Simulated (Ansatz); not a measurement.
Relaxed-ion elastic tensor of BP (zinc blende, F-43m) in GPa (Voigt order), PBEsol in the plane-wave PAW code Ansatz; density 3.00 g/cm³, 11.55 Å³ per atom.

```json
[
 {"": "1", "1": "346", "2": "80.9", "3": "80.9", "4": "0.0", "5": "0.0", "6": "0.0"},
 {"": "2", "1": "80.9", "2": "346", "3": "80.9", "4": "0.0", "5": "0.0", "6": "0.0"},
 {"": "3", "1": "80.9", "2": "80.9", "3": "346", "4": "0.0", "5": "0.0", "6": "0.0"},
 {"": "4", "1": "0.0", "2": "0.0", "3": "0.0", "4": "188", "5": "0.0", "6": "0.0"},
 {"": "5", "1": "0.0", "2": "0.0", "3": "0.0", "4": "0.0", "5": "188", "6": "0.0"},
 {"": "6", "1": "0.0", "2": "0.0", "3": "0.0", "4": "0.0", "5": "0.0", "6": "188"}
]
```

Question: Is the crystal mechanically stable?

Answer: Yes: the smallest eigenvalue of C is 188 GPa.

Question: Work out the Voigt, Reuss and Hill averages.

Answer: K_V = 169, K_R = 169, K_H = 169; G_V = 166, G_R = 161, G_H = 163 GPa.

Question: Give Young's modulus, Poisson's ratio, Pugh's ratio and the universal anisotropy index.

Answer: E = 9KG/(3K + G) = 371 GPa; ν = 0.14; K/G = 1.04 (brittle by the Pugh limit of 1.75); A_U = 5G_V/G_R + K_V/K_R − 6 = 0.15.

Question: Estimate the sound speeds and the Debye temperature.

Answer: v_l = √((K + 4G/3)/ρ) = 11400 m/s, v_t = √(G/ρ) = 7370 m/s, mean 8090 m/s; Θ = (h/k)(3n/4πV)^(1/3) v_m = 1070 K.

Question: Give the Zener ratio and Young's modulus along [100], [110] and [111].

Answer: A = 2C44/(C11 − C12) = 1.41; 1/E = S11 − 2(S11 − S12 − S44/2)Γ with Γ = 0, 1/4, 1/3 gives 316, 382, 411 GPa.

Question: Solve the Christoffel equation for the three sound speeds along [100], [110], [111].

Answer: Eigenvalues of C_ijkl n_j n_l equal ρv² (piezoelectric stiffening left out). In km/s, slowest first: [100] 7.90, 7.90, 10.74; [110] 6.65, 7.90, 11.56; [111] 7.09, 7.09, 11.82.

The cell was relaxed with PBEsol under the symmetry of its start.

Potentials: the later of the program's two PAW sets.
